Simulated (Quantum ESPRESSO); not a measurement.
# Strain and stress in Al3ZnON3

These are calculations, not measurements. They come from pw.x of Quantum ESPRESSO 7.5, a plane-wave density functional program, with PseudoDojo standard norm-conserving files (v0.5 for PBE, v0.4.1 for LDA and PBEsol). The cells are made up: elements, strain and atom displacements were drawn at random, and nothing was relaxed. There is no spin polarisation, spin-orbit coupling or dispersion term.

The cell has 8 sites of a wurtzite lattice (rectangular cell). Sites 1 to 4 hold Al Al Al Zn; sites 5 to 8 hold O N N N. Cell vectors in Å: (3.159, 0.015, -0.001); (0.026, 5.472, 0.062); (-0.002, 0.059, 5.155). Settings: PBE, cutoff 1143 eV, 6 x 4 x 4 k mesh shifted by half a step, Fermi-Dirac smearing of 0.025 eV.

Each run adds the same linear strain along x, y and z to one cell, with the atoms carried along; the vectors above are those of run 4. Stress is positive in tension and P is minus a third of its trace. E is the free energy for each atom above the lowest run shown. The last column is band 26 less band 25 at Gamma, from a band step after each run.

```
run  strain (%)  s_xx (GPa)  s_yy (GPa)  s_zz (GPa)  s_xy (GPa)  P (GPa)  E (meV/atom)  level step at Gamma (eV)
  1       -2.26      -11.93      -16.80       -3.42       -0.30    10.72         19.05                     0.992
  2       -1.08       -4.53       -8.37        2.45       -0.06     3.49          2.23                     0.837
  4       -0.36       -0.56       -3.83        5.59        0.07    -0.40          0.00                     0.746
  5        1.03        6.11        3.83       10.82        0.29    -6.92         11.09                     0.577
  6        1.90        9.68        7.93       13.58        0.41   -10.39         27.51                     0.475
  7        2.11       10.48        8.86       14.20        0.43   -11.18         32.48                     0.452
  3       -0.81           ?           ?           ?           ?        ?             ?                         ?
```

A rerun of one of these cells at 1437 eV and k mesh 8 x 6 x 6 moved values by no more than 0.002 eV in the cell's energy, 0.02 GPa in stress and 0.003 eV/Å in force.

## Worked fit

A parabola through the six runs shown gives P = -2.22 - 4.95 e + 0.340 e² GPa, with e in per cent and a scatter of 0.04 GPa. A linear strain of 1 % changes the volume by about 3 %, so the bulk modulus of this cell with clamped atoms is about 165 ± 2 GPa at e = 0. The error is the larger of the fit's own and the change that a cubic makes, rounded up.

## Withheld run

Question: what P should run 3 give?

The fit gives 2.01 GPa. The calculation gave 1.99 GPa.

```
run  strain (%)  s_xx (GPa)  s_yy (GPa)  s_zz (GPa)  s_xy (GPa)  P (GPa)  E (meV/atom)  level step at Gamma (eV)
  3       -0.81       -3.00       -6.62        3.67       -0.01     1.99          0.73                     0.803
```